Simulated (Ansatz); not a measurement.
C: an elastic constant from a strain scan

Computed with DFT PBE, scalar-relativistic, plane waves, PAW in Ansatz 0.2.0. Cutoff 420 eV, Γ-centred 12×12×4 k-points, Gaussian smearing of 0.05 eV. No spin polarisation. Energies are free energies at this smearing, counted from the undisturbed cell; pressure is positive in compression.

Zero of the scan (relaxed at this level):

```
C
1.0
     2.51802    0.00000    0.00000
    -1.25901    2.18067    0.00000
     0.00000    0.00000    8.30459
C
8
Direct
  0.00000 0.00000 0.09297
  0.00000 0.00000 0.59297
  0.00000 0.00000 0.40703
  0.00000 0.00000 0.90703
  0.33333 0.66667 0.15553
  0.66667 0.33333 0.65553
  0.33333 0.66667 0.34447
  0.66667 0.33333 0.84447
```

The cell is strained by ε times the Voigt pattern (1, 1, 0, 0, 0, 0) (xx, yy, zz, yz, xz, xy; engineering shear) with fractional coordinates fixed. The cell holds 8 atoms in V0 = 45.60 Å³. The stress column is τ = (1/V0) dE/dε, got from the stress tensor σ (compression positive) at each point as −det(1 + εP) σ : P(1 + εP)⁻¹, with P the pattern as a tensor.

| ε | ΔE (meV/atom) | τ (GPa) |
| --- | --- | --- |
| -0.0400 | 79.611 | -117.651 |
| -0.0300 | 43.639 | -84.938 |
| -0.0200 | 18.906 | -54.505 |
| -0.0100 | 4.605 | -26.242 |
| 0.0000 | 0.000 | -0.017 |
| 0.0100 | 4.371 | 24.285 |
| 0.0200 | 17.062 | 46.787 |
| 0.0300 | 37.442 | 67.551 |
| 0.0350 | 50.342 | 77.339 |
| 0.0400 | ? | ? |

Which combination of elastic constants does this scan measure, and how large is it?

For small ε, τ = τ0 + Kε with K = pᵀCp, which for this pattern is C11 + C22 + 2 C12 in the Cartesian frame shown. The parabola through τ at ε = -0.0100, 0 and 0.0100 has slope K = 2526 GPa at zero. The energies per cell, E = NΔE, of the same two points give K = 2[E(ε₊)/ε₊ − E(ε₋)/ε₋]/[(ε₊ − ε₋)V0] = 2523 GPa, in agreement. These are clamped-ion values.

Predict the withheld row at ε = 0.0400 from the harmonic law, and compare.

ΔE = V0(τ0 ε + Kε²/2)/N = 71.880 meV/atom and τ = 101.04 GPa. The calculation gives 64.947 meV/atom and 86.73 GPa: the energy lies 10 % below the harmonic value, as bonds soften when stretched.

Forces appear on the atoms along this scan, and letting them relax would lower the energy and soften the response.